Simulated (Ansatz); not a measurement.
BiPt (NiAs type, P6_3/mmc) under volume change, plane-wave PAW PBEsol (Ansatz code), shape and atoms relaxed at each volume.

| V (Å³/atom) | E − E(relaxed) (meV/atom) | P (GPa) |
|---|---|---|
| 20.567 | 84.7 | 14.68 |
| 21.245 | 35.2 | 8.87 |
| 21.923 | 8.3 | 4.03 |
| 22.601 | 0.0 | 0.00 |
| 23.279 | 7.3 | -3.35 |
| 23.957 | 27.6 | -6.15 |
| 24.635 | 58.7 | -8.48 |

### Question
What does a third-order Birch–Murnaghan fit give for V₀, B₀ and B′?

### Answer
V₀ = 22.60 Å³/atom, B₀ = 122 GPa, B′ = 5.1.

The workflow started from a Materials Project entry (that database holds measured and hypothetical structures alike); the Crystallography Open Database files this formula in space group No. 194, but the cells were not matched. Whether it is the stable phase at ambient conditions was not checked. Symmetry was held in the PBEsol relaxation; of distortions, only those at the zone centre were tested. No spin polarisation was allowed. Spin–orbit coupling is left out wherever it is not named.

Potentials: the later of the program's two PAW sets.
